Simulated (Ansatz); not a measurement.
All numbers below come from DFT PBE, scalar-relativistic, plane waves, PAW (Ansatz 0.2.0). Cutoff 420 eV, Γ-centred 10×10×6 mesh (6-atom cell), Gaussian smearing of 0.10 eV, no spin polarisation.

The zero of energy is the elements' standard structures at the same level; no fitted shifts are applied. The references include black phosphorus.

Question: Give a relaxed trial structure of a tetragonal metal made of Al, P and Sc, with a formation energy near −0.47 eV/atom and a density near 3.14 g/cm³, in a cell of 6 atoms.

Answer: ScAl2P3, space group P-4m2 (No. 115). Sc has 4 P at 2.55 Å and 4 P at 3.11 Å; Al is surrounded by 5 P at 2.51–2.56 Å; around P on a site of symmetry 2mm lie 5 Al at 2.51–2.56 Å; P on a site of symmetry -4m2 is surrounded by 4 Sc at 2.55 Å.

```
Sc Al P
1.0
     3.60939    0.00000    0.00000
     0.00000    3.60939    0.00000
     0.00000    0.00000    7.78588
Sc Al P
1 2 3
Cartesian
  0.0000 0.0000 0.0000
  0.0000 1.8047 5.0447
  1.8047 0.0000 2.7411
  0.0000 1.8047 2.5336
  1.8047 0.0000 5.2523
  1.8047 1.8047 0.0000
```

| Item | Value |
| --- | --- |
| Volume per atom | 16.91 Å³ |
| Density | 3.14 g/cm³ |
| Energy over the elements | −0.47 eV/atom |
| Gap on the 10×10×6 mesh of the 6-atom cell | 0 eV (a metal) |

The cell was found from a structure generator's guess, not taken from experiment. The answer needn't be unique; the calculation gave this one.

The reference form of P is held partly by dispersion forces, which this level lacks. Symmetry constrained the relaxation, so the result can be a saddle point.
